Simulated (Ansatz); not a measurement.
ZrSiO in space group P4/nmm (No. 129; Zr on 2c, Si on 2a, O on 2c) under volume change, PBE in the plane-wave PAW code Ansatz, shape and atoms relaxed at each volume.

| V (Å³/atom) | E − E(relaxed) (meV/atom) | P (GPa) |
|---|---|---|
| 12.187 | 68.9 | 19.94 |
| 12.588 | 28.9 | 12.19 |
| 12.990 | 6.8 | 5.60 |
| 13.392 | 0.0 | 0.00 |
| 13.794 | 6.1 | -4.73 |
| 14.195 | 23.1 | -8.72 |
| 14.597 | 49.2 | -12.05 |

Q: What does a third-order Birch–Murnaghan fit give for V₀, B₀ and B′?

A: V₀ = 13.39 Å³/atom, B₀ = 171 GPa, B′ = 4.6.

The workflow started from a Materials Project entry (that database holds measured and hypothetical structures alike); the Crystallography Open Database copy checked does not list it. Its standing as an ambient phase is unchecked. Symmetry was held in the PBE relaxation; whether a distortion lowers the energy is not shown. The run is not spin-polarised.

Potentials: the later of the program's two PAW sets.
